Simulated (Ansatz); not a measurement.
Relaxed BN (zinc blende):

```
CELL_PARAMETERS angstrom
      0.00000     3.62409     3.62409
      1.81205     0.00000     1.81205
      1.81205     1.81205     0.00000
ATOMIC_POSITIONS crystal
  N  0.37500 0.75000 0.75000
  N  0.87500 0.75000 0.75000
  B  0.00000 0.00000 0.00000
  B  0.50000 0.00000 0.00000
```

The atoms are displaced by Q × the pattern below (from a DFPT mode at L = (0.5, 0.0, 0.0), largest move 1; Q in Å), at fixed cell. It is one choice among 2 degenerate patterns. (q is in reciprocal vectors of the primitive cell; the cell shown is doubled to hold the pattern.)

| atom | x | y | z |
|---|---|---|---|
| N1 | 0.215 | -0.392 | 0.607 |
| N2 | -0.215 | 0.392 | -0.607 |
| B3 | 0.285 | -0.520 | 0.805 |
| B4 | -0.285 | 0.520 | -0.805 |

Computed with PBE (plane waves to 420 eV, PAW, scalar-relativistic; Ansatz, a quantum-chemistry and plane-wave program). k mesh 8×16×16 (Γ-centred), Fermi-Dirac smearing 0.05 eV. Compression counts positive. BN was relaxed with its symmetry unable to fall. The PAW data are Ansatz's earlier set. 

```json
[
 {"Q (Å)": "-0.100", "−dE/dQ from forces (eV/Å)": "12.845", "P (GPa)": "___"},
 {"Q (Å)": "-0.083", "−dE/dQ from forces (eV/Å)": "10.698", "P (GPa)": "___"},
 {"Q (Å)": "-0.067", "−dE/dQ from forces (eV/Å)": "8.558", "P (GPa)": "4.4"},
 {"Q (Å)": "-0.050", "−dE/dQ from forces (eV/Å)": "6.418", "P (GPa)": "___"},
 {"Q (Å)": "-0.033", "−dE/dQ from forces (eV/Å)": "4.279", "P (GPa)": "1.1"},
 {"Q (Å)": "-0.017", "−dE/dQ from forces (eV/Å)": "2.140", "P (GPa)": "0.3"},
 {"Q (Å)": "0.000", "−dE/dQ from forces (eV/Å)": "0.000", "P (GPa)": "0.0"},
 {"Q (Å)": "0.017", "−dE/dQ from forces (eV/Å)": "-2.140", "P (GPa)": "0.3"},
 {"Q (Å)": "0.033", "−dE/dQ from forces (eV/Å)": "-4.279", "P (GPa)": "1.1"},
 {"Q (Å)": "0.050", "−dE/dQ from forces (eV/Å)": "-6.418", "P (GPa)": "___"},
 {"Q (Å)": "0.067", "−dE/dQ from forces (eV/Å)": "-8.558", "P (GPa)": "4.4"},
 {"Q (Å)": "0.083", "−dE/dQ from forces (eV/Å)": "-10.698", "P (GPa)": "___"},
 {"Q (Å)": "0.100", "−dE/dQ from forces (eV/Å)": "-12.845", "P (GPa)": "___"}
]
```

Question: What belongs in the gaps?

Answer: 
- -0.100, P (GPa): 9.9
- -0.083, P (GPa): 6.8
- -0.050, P (GPa): 2.4
- 0.050, P (GPa): 2.4
- 0.083, P (GPa): 6.8
- 0.100, P (GPa): 9.9

(For displaced atoms, the force is minus the slope of the energy, and its curvature is a force constant, which sets phonon frequencies.)
